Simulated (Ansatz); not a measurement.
Below is a relaxed structure of ZnSnN. The cell was found from a structure generator's guess, not taken from experiment.

Theory: Ansatz, DFT PBE, scalar-relativistic, plane waves, PAW. Cutoff 420 eV, Γ-centred mesh, Gaussian smearing, no spin polarisation.

```
CELL_PARAMETERS angstrom
4.13253 0.00000 0.00000
0.00000 4.13253 0.00000
0.00000 0.00000 3.57633
ATOMIC_POSITIONS crystal
Zn 0.50000 0.50000 0.50000
Sn 0.00000 0.00000 0.50000
N 0.50000 0.50000 0.00000
```

Formation energies are uncorrected and refer to the elements' standard structures at the same level (N₂ as a molecule). The references include grey tin.

**Question.** Find its symmetry and describe it.

**Answer.** P4/mmm (No. 123). Conventional cell: a = 4.133 Å, c = 3.576 Å. Zn has 2 N at 1.79 Å and 4 Sn at 2.92 Å; around Sn lie 4 Zn at 2.92 Å; N has 2 Zn at 1.79 Å.

**Question.** What is its formation energy per atom?

**Answer.** +0.93 eV/atom. It can't be a ground state, since the elements alone are lower.

**Question.** Is it a metal?

**Answer.** Yes, bands cross the Fermi level on the 12×12×14 mesh.

The last run used a 12×12×14 mesh (in the run's order of axes) for its 3-atom cell and Gaussian smearing of 0.10 eV. An odd number of electrons in the primitive cell allows no gap without spin; a larger cell or a magnetic state could open one. A structure relaxed within its symmetry needn't be a true minimum. Another cell of ZnSnN relaxed alike, in P2, lies 0.68 eV/atom lower, so this cell isn't the stable form at this level.
